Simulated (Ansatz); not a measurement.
The relaxed structure here is a generated cell of ZrRu: the first start was made by placing the elements on the sites of a structure type, and the end was not matched to a known phase here, so it may be hypothetical.

One stationary structure of ZrRu. All values below come from PBE (plane waves to 420 eV, PAW, scalar-relativistic; Ansatz, an electronic-structure program).

```xyz
8
Lattice="5.3503 0.0000 0.0000 0.0000 5.3503 0.0000 0.0000 0.0000 5.3153" Properties=species:S:1:pos:R:3 pbc="T T T"
Ru     4.2577     1.0926     2.6577
Ru     1.5826     1.5826     0.0000
Ru     3.7677     3.7677     0.0000
Ru     1.0926     4.2577     2.6577
Zr     3.8151     3.8151     2.6577
Zr     1.1400     4.2103     0.0000
Zr     4.2103     1.1400     0.0000
Zr     1.5352     1.5352     2.6577
```

### Question
Find the space group and the Wyckoff positions (tolerance 0.01 Å).

### Answer
Space group P4₂/mnm (No. 136); a = 5.350 Å, b = 5.350 Å, c = 5.315 Å, α = 90.00°, β = 90.00°, γ = 90.00°

```tsv
atom	site	symmetry	x	y	z
Ru	4f	m.2m	0.2958	0.2958	0.0000
Zr	4g	m.2m	0.2869	0.2869	0.5000
```

### Question
Give the shortest distances between elements (the closest pairs, up to four, under 3.6 Å).

### Answer
Ru–Zr 2.66 Å; Ru–Ru 3.09 Å; Zr–Zr 3.22 Å.

The volume per atom comes out as 19.02 Å³. The band gap comes out as no gap on the sampled points, where the bands overlap only slightly; such a result is sensitive to mesh and level.

No spin polarisation in the result.

The run could not lower the symmetry of its start; a shaken copy of this end point relaxes with PBE to P-1 (No. 2), 0.35 eV/atom lower.
